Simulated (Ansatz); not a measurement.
A distorted cell of ZnS (zinc blende):

```yaml
crystal:
  lattice:
    - [0.00000, 5.39041, 5.39041]
    - [2.69520, 2.69520, 5.39041]
    - [2.69520, 2.69520, 0.00000]
  atoms:
    - { symbol: S, position: [0.99233, 0.75767, 0.75767] }
    - { symbol: S, position: [0.50767, 0.74233, 0.74233] }
    - { symbol: Zn, position: [0.01237, 0.98763, 0.01237] }
    - { symbol: Zn, position: [0.48763, 0.01237, 0.98763] }
```

Calculation: r2SCAN (plane waves to 500 eV, PAW, scalar-relativistic; Ansatz, an electronic-structure program). k mesh 11×11×11 (Γ-centred), Fermi-Dirac smearing 0.05 eV. Stress and pressure are positive under compression. The PAW data are Ansatz's earlier set. ZnS was relaxed with its symmetry unable to fall.

Q: What forces act on the atoms (eV/Å, Cartesian)?

A: 
```tsv
atom	Fx	Fy	Fz
S1	-0.043	0.000	0.000
S2	0.043	0.000	0.000
Zn3	0.000	-0.136	0.000
Zn4	0.000	0.136	0.000
```

(A displaced cell: forces are minus the slopes of the energy, force constants its curvatures, and phonons follow from these.)
